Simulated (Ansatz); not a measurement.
BAs (zinc blende, F-43m), r²SCAN (plane waves, PAW; program Ansatz). The conduction-band minimum lies on the Γ–X line, 79 % of the way from Γ, with 6 equivalent valleys. Second derivatives d²E/dk² of the lowest band at one valley (eV·Å²), along Cartesian directions:

| direction | d²E/dk² |
|---|---|
| [100] | 7.128 |
| [010] | 36.56 |
| [001] | 36.56 |
| [110] | 21.85 |
| [101] | 21.85 |
| [011] | 36.49 |

Task: Find the principal effective masses, the density-of-states mass and the conductivity mass.

Result: Off-diagonal terms follow from H_xy = H[110] − (H_xx + H_yy)/2, and m*/mₑ = 7.620 eV·Å² over each eigenvalue: 0.21, 0.21, 1.1. One valley's DOS mass (m₁m₂m₃)^(1/3) = 0.36, conductivity mass 3/(Σ 1/mᵢ) = 0.28 mₑ.

Task: What effective density of states Nc follows at 300 K for parabolic valleys?

Result: Nc = 2.509e19 × 6 × (0.36)^(3/2) ≈ 3.3e19 cm⁻³.

The cell was relaxed with r²SCAN under the symmetry of its start. Scalar-relativistic: spin–orbit coupling is off unless named, which matters more the heavier the elements.

Potentials: the later of the program's two PAW sets.

Edges and masses are those of Kohn–Sham bands, whose gap is no quasiparticle gap.
